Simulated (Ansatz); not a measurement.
# Hf₅Ge₄, first-principles data

Hf5Ge4:
```xyz
36
Lattice="7.0254 0.0000 0.0000 0.0000 13.4127 0.0000 0.0000 0.0000 7.1052" Properties=species:S:1:pos:R:3 pbc="T T T"
Hf     0.1157    12.1325     2.2963
Hf     6.9098     1.2802     4.8089
Hf     3.3971     1.2802     5.8489
Hf     3.6284    12.1325     1.2563
Hf     3.6284     7.9865     1.2563
Hf     3.3971     5.4262     5.8489
Hf     6.9098     5.4262     4.8089
Hf     0.1157     7.9865     2.2963
Hf     6.0187    11.7556     5.9261
Hf     1.0067     1.6571     1.1790
Hf     4.5195     1.6571     2.3735
Hf     2.5060    11.7556     4.7316
Hf     2.5060     8.3635     4.7316
Hf     4.5195     5.0493     2.3735
Hf     1.0067     5.0493     1.1790
Hf     6.0187     8.3635     5.9261
Hf     1.2893    10.0595     0.0200
Hf     5.7361     3.3532     7.0852
Hf     2.2234     3.3532     3.5726
Hf     4.8020    10.0595     3.5326
Ge     4.9157    12.8652     3.8006
Ge     2.1097     0.5475     3.3046
Ge     5.6224     0.5475     0.2480
Ge     1.4030    12.8652     6.8572
Ge     1.4030     7.2538     6.8572
Ge     5.6224     6.1589     0.2480
Ge     2.1097     6.1589     3.3046
Ge     4.9157     7.2538     3.8006
Ge     2.2662    10.0595     2.5160
Ge     4.7592     3.3532     4.5892
Ge     1.2465     3.3532     6.0686
Ge     5.7789    10.0595     1.0366
Ge     0.3907    10.0595     4.3532
Ge     6.6347     3.3532     2.7520
Ge     3.1220     3.3532     0.8006
Ge     3.9034    10.0595     6.3045
```

Space group Pnma (No. 62); conventional cell a = 7.025 Å, b = 13.413 Å, c = 7.105 Å, α = 90.00°, β = 90.00°, γ = 90.00°.

Method: r²SCAN in the plane-wave PAW code Ansatz. Structure relaxed to zero pressure with the same functional. Other levels are named where they apply.

Cell and energy:

```json
{
 "volume_per_atom": "18.60 Å³",
 "density": "11.74 g/cm³",
 "Formation energy from the elements (no fitted shifts)": "-0.76 eV/atom"
}
```

Electronic structure:

```json
{
 "electronic_character": "metallic (no gap)",
 "Density of states at the Fermi level": "0.35 states/eV per atom (mean over ±0.08 eV)"
}
```

The first step of the workflow began from a Materials Project structure, measured or hypothetical; the Crystallography Open Database copy checked does not list it. Whether it is the stable phase at ambient conditions was not checked. The r²SCAN relaxation kept the symmetry of its start; whether a distortion lowers the energy is not shown. The run is not spin-polarised. The references are the lowest solids computed at this level, not always the standard phases. Scalar-relativistic: spin–orbit coupling is off unless named, which matters more the heavier the elements.

Potentials: the later of the program's two PAW sets.
